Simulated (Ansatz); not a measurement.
Calculated Ti-47 nuclear quadrupole resonance for TiH8N2F6

Cell: a computed structure from the Materials Project (it need not be an observed phase), its atoms then relaxed with PBE in this cell.

Space group P-3m1 (No. 164); a = 5.8237, c = 4.8865 Å, γ = 120.00°.

```
site  Wyckoff  site symmetry       x       y       z
  Ti       1a           -3m.  0.0000  0.0000  0.0000
  H2       6i            .m.  0.1407  0.5704  0.2486
  H5       2d            3m.  0.6667  0.3333  0.4715
   N       2d            3m.  0.3333  0.6667  0.3178
   F       6i            .m.  0.8441  0.1559  0.2147
```

One atom of each set is listed.

The numbers come from a DFT calculation in Ansatz (PBE, plane waves and PAW, scalar-relativistic, 420 eV cutoff, Γ-centred 5×5×5 k-points, Fermi–Dirac smearing 0.02 eV).

Ti-47: I = 5/2, Q = 302.0 mb (year-2017 value). Static lattice, zero field.

Problem. At which frequencies do the Ti-47 NQR lines lie?

Solution. For I = 5/2 and η = 0 the lines are 3|C_Q|/20 and twice that; η pulls their ratio below 2.

```tsv
site	atoms	V_zz (10²¹ V/m²)	C_Q (MHz)	η	line frequencies (MHz)
Ti	1	1.51	11.0	0.00	1.65, 3.30
```

Problem. And for 49Ti (I = 7/2, Q = 247.0 mb) on Ti?

Solution. C_Q scales with Q to 9.00 MHz, with lines at 0.643, 1.29, 1.93 MHz.

An axis of threefold or higher order runs through Ti, so V_zz lies along it and η is zero.
